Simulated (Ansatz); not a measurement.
A geometry of Zr away from equilibrium: step 2 of the relaxation of a relaxed Zr cell, doubled along one cell vector, shaken by Gaussian noise of σ = 0.08 Å a coordinate. All values below come from r2SCAN (plane waves to 500 eV, PAW, scalar-relativistic; Ansatz, a quantum-chemistry and plane-wave program). Γ-centred k-mesh 6×12×4 on the run's cell (coarser than for final values), Fermi–Dirac smearing 0.05 eV.

```
Zr
1.0
    3.22372    -5.41583    -0.01854
    1.61007     2.70685     0.00763
   -0.00409     0.02495     8.04561
Zr
6
Cartesian
  1.56810  -0.04986   2.50006
  3.17733  -2.66098   2.59818
  1.53154   0.02064   5.41993
  3.17507  -2.70002   5.46653
 -0.02523   0.04109   0.03042
  1.56569  -2.67601  -0.06439
```

Problem. Predict the force on each atom, in eV/Å.

Solution. 
```csv
atom,Fx,Fy,Fz
Zr1,0.01,0.17,0.19
Zr2,0.04,-0.25,-0.36
Zr3,0.02,-0.07,0.09
Zr4,-0.02,0.04,0.22
Zr5,-0.09,0.02,-0.29
Zr6,0.04,0.09,0.16
```

Problem. What is the pressure?

Solution. -0.4 GPa, compression positive.

No spin polarisation in the result.

The end of the path is a generated cell of Zr: the first start was made by a random draw of sites in a space group, and the end was not matched to a known phase here, so it may be hypothetical. Known forms of Zr include space group No. 194.
